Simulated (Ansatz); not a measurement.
Ru (dhcp (α-La type), P6_3/mmc), a = 2.6788 Å, b = 2.6788 Å, c = 8.6075 Å, α = 90.00°, β = 90.00°, γ = 120.00°.

Relaxed with PBEsol.

### Question
Decompose the optical modes at the zone centre into irreducible representations, and say which are infrared and Raman allowed.

### Answer
Point group 6/mmm: Γ_opt = A2u + B1g + B2u + E1u + E2g + E2u. Infrared: A2u, E1u. Raman: E2g.

### Question
Assign frequencies (DFPT, plane-wave PAW PBEsol (Ansatz code)).

### Answer
E2u 110, E2g 142, E1u 161, B2u 202, A2u 227, B1g 235 cm⁻¹.

Subscripts of B labels follow the axes of the standard setting.

The start of the workflow was typed in or built on a structure type. Its sites differ from those of the usual phase in this space group: another stacking or structure type. The PBEsol relaxation kept the symmetry of its start; whether a distortion lowers the energy is not shown. No spin polarisation was allowed. As this level gives no gap, phonon frequencies hold no LO–TO term and depend on the k-mesh and smearing (Fermi–Dirac, 0.1 eV here). Axis ratios of metals converge slowly with the k-mesh, so a and c are less sure than the volume.

Potentials: the earlier of the program's two PAW sets. The files were generated under PBE; for other functionals the program regenerates the frozen cores, and for LDA and PBEsol the local potential too.
